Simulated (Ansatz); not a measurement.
TlCl:
```
TlCl
1.0
    2.04743    -5.79284     0.00000
    2.04743     5.79284     0.00000
    0.00000     0.00000     4.56829
Tl Cl
2 2
Direct
  0.39123   0.60877   0.75000
  0.60877   0.39123   0.25000
  0.85885   0.14115   0.25000
  0.14115   0.85885   0.75000
```

Tensor components refer to the Cartesian frame of this cell.

Task: Give the high-frequency dielectric tensor and the Born effective charge tensors of the independent atoms from DFPT, LDA in the plane-wave PAW code Ansatz.

Result: 
ε∞:
```
5.41  0.00  0.00
0.00  5.97  0.00
0.00  0.00  6.40
```
Z* of atom 1 (Tl), rows: field, columns: displacement, in e:
```
1.92  0.00  0.00
0.00  2.10  0.00
0.00  0.00  2.21
```
Z* of atom 3 (Cl), rows: field, columns: displacement, in e:
```
-1.92   0.00   0.00
 0.00  -2.10   0.00
 0.00   0.00  -2.21
```

Static charges for comparison (Bader): Tl1 +0.64, Cl3 -0.64 e. Born charges measure polarisation by displacement and can exceed these by far.

Space group Cmcm. The workflow started from a Materials Project entry (that database holds measured and hypothetical structures alike); the Crystallography Open Database copy checked does not list it. COD files the formula under space group No. 221, so this cell is another polymorph or a model. Its standing as an ambient phase is unchecked. Symmetry was held in the LDA relaxation; its stability against distortions is not shown here. A crystal of weakly bound molecules computed without a dispersion correction: the cell and the soft elastic constants depend strongly on that. Spin–orbit coupling is left out wherever it is not named.

Potentials: the later of the program's two PAW sets.
